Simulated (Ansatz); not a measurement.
# GaGe under strains and displacements

These are results of Ansatz, DFT PBEsol, scalar-relativistic, plane waves, PAW, not measurements.

Settings: cutoff 420 eV, Γ-centred mesh 12×12×12 on the computed 2-atom cell, Gaussian smearing of 0.10 eV; no spin polarisation.

Reference cell:

```
CELL_PARAMETERS angstrom
0.00000 2.89784 2.89784
2.89784 0.00000 2.89784
2.89784 2.89784 0.00000
ATOMIC_POSITIONS crystal
Ga 0.75000 0.75000 0.75000
Ge 0.00000 0.00000 0.00000
```

Each variant moves atoms of this cell by the vectors given, if any (Å), and then applies a symmetric strain (tensor components, Cartesian axes). The reference cell isn't relaxed at this level. Energies are per atom at zero smearing, counted from the lowest variant. Pressure is positive in compression.

1. no strain; moves: Ge2 (0.062, -0.058, 0.030)
2. strain (xx yy zz yz xz xy, %) 0.02 0.02 0.02 0.00 0.00 0.00
3. strain (xx yy zz yz xz xy, %) 0.20 0.20 0.20 0.00 0.00 0.00
4. strain (xx yy zz yz xz xy, %) 3.55 3.55 3.55 0.00 0.00 0.00
5. strain (xx yy zz yz xz xy, %) -3.72 -3.72 -3.72 0.00 0.00 0.00
6. strain (xx yy zz yz xz xy, %) 2.71 2.71 2.71 0.00 0.00 0.00
7. strain (xx yy zz yz xz xy, %) 1.50 1.50 1.50 0.00 0.00 0.00

Question: Order the variants by energy, lowest first.

Answer: 2 (0.0 meV/atom), 3 (2.2 meV/atom), 5 (7.5 meV/atom), 1 (8.7 meV/atom), 7 (23.8 meV/atom), 6 (52.2 meV/atom), 4 (75.4 meV/atom).

Question: Order them by pressure, highest first.

Answer: 5 (4.19 GPa), 1 (-2.36 GPa), 2 (-2.56 GPa), 3 (-2.80 GPa), 7 (-4.32 GPa), 6 (-5.42 GPa), 4 (-5.98 GPa).